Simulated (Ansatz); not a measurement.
WS2 in space group R3m (No. 160; W on 3a, S on 3a, S on 3a) under volume change, r²SCAN+D4 in the plane-wave PAW code Ansatz, shape and atoms relaxed at each volume.

| V (Å³/atom) | E − E(relaxed) (meV/atom) | P (GPa) |
|---|---|---|
| 16.592 | 25.1 | 5.89 |
| 17.139 | 9.7 | 3.25 |
| 17.686 | 2.1 | 1.33 |
| 18.233 | 0.0 | 0.00 |
| 18.780 | (withheld) | (withheld) |
| 19.327 | 5.3 | -1.31 |
| 19.874 | (withheld) | (withheld) |

Problem. Complete the blanks.

Solution. 
- 19.874, E − E(relaxed) (meV/atom): 10.2
- 19.874, P (GPa): -1.51
- 18.780, E − E(relaxed) (meV/atom): 1.6
- 18.780, P (GPa): -0.85

Problem. What does a third-order Birch–Murnaghan fit give for V₀, B₀ and B′?

Solution. V₀ = 18.24 Å³/atom, B₀ = 35.1 GPa, B′ = 13.6.

The first step of the workflow began from a Materials Project structure, measured or hypothetical; the Crystallography Open Database files this formula in space group No. 160, but the cells were not matched. It is not the phase usual at ambient conditions (space group No. 194). The r²SCAN+D4 relaxation kept the symmetry of its start; its stability against distortions is not shown here. No spin polarisation was allowed. Scalar-relativistic: spin–orbit coupling is off unless named, which matters more the heavier the elements.

Potentials: the later of the program's two PAW sets.
